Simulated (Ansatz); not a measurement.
Does relaxation matter for the field gradients of WS₂?

Start: a COD entry.

Space group P6_3/mmc (No. 194); a = 3.1532, c = 12.3230 Å, γ = 120.00°.

| site | Wyckoff | site symmetry | x | y | z |
| --- | --- | --- | --- | --- | --- |
| W | 2c | -6m2 | 0.3333 | 0.6667 | 0.2500 |
| S | 4f | 3m. | 0.3333 | 0.6667 | 0.6225 |

One atom of each set is listed.

The numbers come from a DFT calculation in Ansatz (PBE, plane waves and PAW, scalar-relativistic, collinear spin, 420 eV cutoff, Γ-centred 16×16×4 k-points, Fermi–Dirac smearing 0.02 eV). Start moments as typed (μB): 2 on each W, none on the rest.

The largest force at the start is 0.11 eV/Å. Relaxing the ions at fixed cell moves them by 0.005 Å at most (atom 4, S) and 0.004 Å rms. End positions:

W (0.3333, 0.6667, 0.2500)
S (0.3333, 0.6667, 0.6221)

| site | moved (Å) | first shell before | first shell after | V_zz before (10²¹ V/m²) | η before |
| --- | --- | --- | --- | --- | --- |
| W | 0.000 | 6 S at 2.40 Å | 6 S at 2.41 Å | -17.26 | 0.00 |
| S | 0.005 | 3 W at 2.40 Å | 3 W at 2.41 Å | -4.41 | 0.00 |

Task: What are V_zz and η after the relaxation?

Result: 

```json
{"site": "W", "V_zz after": "-16.96", "η after": "0.00", "change of V_zz": "+0.30"}
{"site": "S", "V_zz after": "-4.29", "η after": "0.00", "change of V_zz": "+0.12"}
```

The largest change of V_zz is on W, from -17.26 to -16.96. In per cent, |V_zz| changes by -2 on W, -3 on S (all sites that start above 0.5).

Without spin–orbit coupling the gradients at and beside W can be off by some per cent, at some sites by more. The start moments die out, and the run ends without spin.
